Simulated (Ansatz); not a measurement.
ZnS:
```xyz
4
Lattice="3.7823 0.0000 0.0000 -1.8912 3.2756 0.0000 0.0000 0.0000 6.2073" Properties=species:S:1:pos:R:3 pbc="T T T"
Zn     1.8912     1.0919     6.2053
Zn     0.0000     2.1837     3.1017
S      1.8912     1.0919     3.8828
S      0.0000     2.1837     0.7791
```

Tensor components refer to the Cartesian frame of this cell.

Problem. Give the high-frequency dielectric tensor and the Born effective charge tensors of the independent atoms from DFPT, plane-wave PAW PBEsol (Ansatz code).

Solution. 
ε∞:
```
5.98  0.00  0.00
0.00  5.98  0.00
0.00  0.00  6.17
```
Z* of atom 1 (Zn), rows: field, columns: displacement, in e:
```
1.89  0.00  0.00
0.00  1.89  0.00
0.00  0.00  2.00
```
Z* of atom 3 (S), rows: field, columns: displacement, in e:
```
-1.89   0.00   0.00
 0.00  -1.89   0.00
 0.00   0.00  -2.00
```

Space group P6_3mc (wurtzite). The PBEsol relaxation kept the symmetry of its start.

Potentials: the later of the program's two PAW sets.
